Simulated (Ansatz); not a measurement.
A distorted cell of ZnS (zinc blende):

```
ZnS
1.0
    0.00000     2.59290     2.80034
    2.59290     0.00000     2.80034
    2.59290     2.59290     0.00000
S Zn
1 1
Direct
  0.25000   0.25000   0.25000
  0.00000   0.00000   0.00000
```

Calculation: PBEsol (plane waves to 420 eV, PAW, scalar-relativistic; Ansatz, an electronic-structure program). k mesh 11×11×11 (Γ-centred), Fermi-Dirac smearing 0.05 eV. Energies are smeared free energies. Compression counts positive. ZnS was relaxed with its symmetry unable to fall.

**Question.** Give the stress tensor in GPa and the pressure.

**Answer.** 
```
   2.74     0.00     0.00
   0.00     2.74     0.00
   0.00     0.00    -0.97
```
The pressure, a third of the trace, is 1.50 GPa.

**Question.** It is the relaxed cell deformed to V/V₀ = 0.980, (c/a)/(c/a)₀ = 1.080, c along z, fractional positions held. What is its energy relative to the relaxed cell?

**Answer.** 12.6 meV/atom.

(A scan under strain: stresses follow from slopes of the energy per volume, elastic moduli from its curvatures.)
